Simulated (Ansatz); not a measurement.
## Find the missing element

Cell vectors (Å):

```
0.0000 2.1071 2.1071
2.1071 0.0000 2.1071
2.1071 2.1071 0.0000
```

| atom | a | b | c |
| --- | --- | --- | --- |
| X | 0.0000 | 0.0000 | 0.0000 |
| O | 0.5000 | 0.5000 | 0.5000 |

These are results of PBEsol, PAW on Ansatz 0.2.0's default frozen-core files (fitted under PBE), scalar-relativistic, not measurements. k mesh 10×10×10, strains of ±0.003, fixed occupations.

Elastic constants of a crystal by Kohn-Sham DFT: slopes of the stress over finite engineering strains of the given cell, Voigt indices, Cartesian axes as in the cell vectors.

```tsv
index	elastic (GPa)
11	292.4
12	89.6
44	144.4
```

Task: All X atoms are one element. Which one was computed?

Result: Mg; the crystal is MgO (Fm-3m).

Known limits: frozen-core PAW files fitted under PBE, their cores solved anew for the functional of the run.
